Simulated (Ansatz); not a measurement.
# La: field gradients at two levels of theory

Cell: an entry of the Crystallography Open Database (COD), whose atoms a relaxation with PBE at fixed cell left in place.

```
La
1.0
     3.75000    0.00000    0.00000
    -1.87500    3.24760    0.00000
     0.00000    0.00000    6.07000
La
2
Direct
  0.33333 0.66667 0.25000
  0.66667 0.33333 0.75000
```

Sites (sets of like atoms) are named by element and the number of their first atom in this list.

First run. The numbers come from a DFT calculation in Ansatz (PBE, plane waves and PAW, scalar-relativistic, 420 eV cutoff, Γ-centred 10×10×6 k-points, Fermi–Dirac smearing 0.05 eV).

```
site  atom  V_zz (10²¹ V/m²)     η
  La     1              0.51  0.00
```

Second run. The same atoms and settings, except that the functional is r2SCAN and the cutoff is 500 eV.

(1) Given the first result, estimate the second.

Answers

(1) 

```json
{"site": "La", "atom": "1", "V_zz": "0.98", "η": "0.00", "change of V_zz": "+0.47"}
```

The largest change of V_zz is on La, from 0.51 to 0.98.

With no gap above 0.1 eV, as in a metal, the gradients converge slowly in k; expect changes of a tenth or more on a denser mesh. Without spin–orbit coupling (the program notes it for La) the gradients can shift somewhat, as the gap is small.
